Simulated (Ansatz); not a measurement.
**Calculated electric field gradients for MoS2**

The cell is a computed structure from the Materials Project (it need not be an observed phase), its atoms then relaxed with PBE in this cell.

Space group P6_3/mmc (No. 194); a = 3.1854, c = 13.1784 Å, γ = 120.00°.

```csv
site,Wyckoff,site symmetry,x,y,z
Mo,2b,-6m2,0.0000,0.0000,0.2500
S,4f,3m.,0.3333,0.6667,0.3684
```

One atom of each set is listed.

The numbers come from a DFT calculation in Ansatz (r2SCAN, plane waves and PAW, scalar-relativistic, collinear spin, 500 eV cutoff, Γ-centred 11×11×3 k-points, Fermi–Dirac smearing 0.02 eV). Start moments as typed (μB): 2 on each Mo, none on the rest.

Conventions: |V_zz| ≥ |V_yy| ≥ |V_xx|, η = (V_xx − V_yy)/V_zz, C_Q = eQV_zz/h.

⁹⁵Mo: I = 5/2, Q = -22.00 mb; ³³S: I = 3/2, Q = -69.40 mb. Q values from Pyykkö, Mol. Phys. 116, 1328 (2018).

Task: What field gradients does the calculation give at each kind of site?

Result: 

```tsv
site	atoms	first shell	V_zz (10²¹ V/m²)	η	C_Q (MHz)
Mo	2	6 S at 2.41 Å	-7.73	0.00	4.11
S	4	3 Mo at 2.41 Å	-5.63	0.00	9.45
```

An axis of threefold or higher order runs through Mo and S, so V_zz lies along it and η is zero.

The program didn't check the stability of this electronic state in full, so a lower one may lie near. Without spin–orbit coupling (the program notes it for Mo) the gradients are little affected as a rule: paired runs on crystals with a gap mostly move them by under 2 % at such atoms. The start moments die out, and the run ends without spin.

Hardware: 4 threads of Intel Xeon 6975P-C (Granite Rapids) (x86_64; 16 cores open to the job, memory cap 8.0 GiB, no GPU), a shared host with a load of 0.4 a core. Wall time 12 s, CPU time 41 s, peak memory 0.88 GiB.
